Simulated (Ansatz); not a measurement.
With r²SCAN in the plane-wave PAW code Ansatz, SiC in the hexagonal phase (P6_422; Si on 3c, C on 3d) relaxes to a = 3.073 Å, c = 7.039 Å. Against the elements it lies at 342 meV/atom, with no fitted shifts.

The Kohn–Sham gap is 1.18 eV (indirect). The valence maximum lies at Γ and the conduction minimum at M (3 equivalent valleys). HSE06 on the same cell gives 1.65 eV. Electrons at the band edge weigh 0.18, 0.44, 0.64 mₑ (principal values). The hole mass is 0.38, 0.38, 3.8 mₑ (principal values).

An equation-of-state fit gives a bulk modulus of 230 GPa. The relaxed-ion elastic constants in GPa are C11 = 473, C12 = 85.0, C13 = 89.9, C33 = 642, C44 = 214. The elastic constants imply a Debye temperature near 1200 K. Bader charges are Si +2.75, C -2.75 e.

The start of the workflow was typed in or built on a structure type; neither database checked (COD, Materials Project) lists it. It is not the phase usual at ambient conditions (space group No. 186, 216). The cell was relaxed with r²SCAN under the symmetry of its start; its stability against distortions is not shown here. Its formation energy is positive at this level, so the cell may be metastable or incomplete. The references are the lowest solids computed at this level, not always the standard phases.

Potentials: the later of the program's two PAW sets.
